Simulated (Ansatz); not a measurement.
Ansatz 0.2.0, relaxation: TiPb

Run with:

```bash
ansatz run input.yaml --threads 2 --pin off --max-ram 3584MiB --backend cpu --events-out ev --progress --plain --runs-dir out
```

The input file (Ansatz 0.2.0, plane waves):

```yaml
crystal:
  lattice:
    - [4.164497, 0.0, 0.0]
    - [0.0, 4.164497, 0.0]
    - [0.0, 0.0, 5.17149]
  atoms:
    - { symbol: Ti, position: [0.5, 0.5, 0.5] }
    - { symbol: Pb, position: [0.0, 0.0, 0.0] }
  symmetry: { tolerance: 0.0003 }
kpoints:
  mp_grid: { grid: [8, 8, 7], shift: [0, 0, 0] }
magnetization:
  spin_polarized: false
scf:
  occupations: { method: fermi_dirac }
  lower_state_search: "off"
hamiltonian:
  pseudopotentials: { kind: paw }
  xc: r2scan
basis:
  ecutwfc: 500
  fft_grid_basis: typed
relax:
  max_steps: 60
  cell: { p_target: 5.0 }
output:
  forces: true
  stress: true
  eigenvalues: true
  bader: true
  populations: true
  elf: true
  write_potential: true
  volumetric_format: npy
  dos:
    e_range: [-12, 8]
    de: 0.05
    projected: { site_lists: { Pb: [Pb], Ti: [Ti] } }
checkpoint:
  read: saved_state
```

Origin of the cell: a known structure type with other elements, at an estimated volume, so it need not be a known compound.

The smearing width isn't typed, so it takes its default of 0.1 eV.

The saved state is a converged single point of the same cell.

Steps («new basis» is an SCF on plane waves selected anew at the same cell):

```csv
step,ΔH (meV/atom),max force component (eV/Å),P (GPa),volume (Å³),SCF iterations,step was
1,0.0,0.000,-11.55,89.69,11,accepted
2,-668.4,0.000,-13.15,77.37,9,accepted
3,-1313.5,0.000,-14.17,66.37,9,accepted
4,-1902.4,0.000,-13.40,56.48,8,accepted
5,-2358.8,0.000,-8.48,47.64,8,accepted
6,-2550.9,0.000,5.22,39.83,8,accepted
7,-2550.9,0.000,4.98,39.92,4,accepted
8,-2548.9,0.000,4.96,39.92,7,new basis
9,-2548.9,0.000,5.00,39.90,6,accepted
10,-2548.9,0.000,5.00,39.90,4,new basis
```

Step 1, with forces in eV/Å:

```xyz
2
Lattice="4.164 0.000 0.000 0.000 4.164 0.000 0.000 0.000 5.171" Properties=species:S:1:pos:R:3:forces:R:3 pbc="T T T" step=1
Ti    2.082    2.082    2.586    0.000    0.000    0.000
Pb    0.000    0.000    0.000    0.000    0.000    0.000
```

Step 2, with forces in eV/Å:

```xyz
2
Lattice="3.961 0.000 0.000 0.000 3.961 0.000 0.000 0.000 4.932" Properties=species:S:1:pos:R:3:forces:R:3 pbc="T T T" step=2
Ti    1.980    1.980    2.466    0.000    0.000    0.000
Pb    0.000    0.000    0.000    0.000    0.000    0.000
```

Step 3, with forces in eV/Å:

```xyz
2
Lattice="3.758 0.000 0.000 0.000 3.758 0.000 0.000 0.000 4.700" Properties=species:S:1:pos:R:3:forces:R:3 pbc="T T T" step=3
Ti    1.879    1.879    2.350    0.000    0.000    0.000
Pb    0.000    0.000    0.000    0.000    0.000    0.000
```

Step 4, with forces in eV/Å:

```xyz
2
Lattice="3.555 0.000 0.000 0.000 3.555 0.000 0.000 0.000 4.469" Properties=species:S:1:pos:R:3:forces:R:3 pbc="T T T" step=4
Ti    1.778    1.778    2.235    0.000    0.000    0.000
Pb    0.000    0.000    0.000    0.000    0.000    0.000
```

Step 5, with forces in eV/Å:

```xyz
2
Lattice="3.352 0.000 0.000 0.000 3.352 0.000 0.000 0.000 4.240" Properties=species:S:1:pos:R:3:forces:R:3 pbc="T T T" step=5
Ti    1.676    1.676    2.120    0.000    0.000    0.000
Pb    0.000    0.000    0.000    0.000    0.000    0.000
```

Step 6, with forces in eV/Å:

```xyz
2
Lattice="3.148 0.000 0.000 0.000 3.148 0.000 0.000 0.000 4.020" Properties=species:S:1:pos:R:3:forces:R:3 pbc="T T T" step=6
Ti    1.574    1.574    2.010    0.000    0.000    0.000
Pb    0.000    0.000    0.000    0.000    0.000    0.000
```

Step 10, with forces in eV/Å:

```xyz
2
Lattice="3.148 0.000 0.000 0.000 3.148 0.000 0.000 0.000 4.027" Properties=species:S:1:pos:R:3:forces:R:3 pbc="T T T" step=10
Ti    1.574    1.574    2.013    0.000    0.000    0.000
Pb    0.000    0.000    0.000    0.000    0.000    0.000
```

| Quantity | Value |
| --- | --- |
| Enthalpy lowered by | 2548.9 meV/atom |
| Volume change | -55.51 % |
| Final pressure | 5.00 GPa |
| Relaxation steps listed | 10 |

Caveats: no moments, though an odd count or open d shells may carry them; no spin-orbit coupling, though heavy elements are present; the relaxation held the start's symmetry, so the end may be a saddle point.

Time: 73 s of wall time on 2 CPU thread(s) of a shared host, from a saved density.
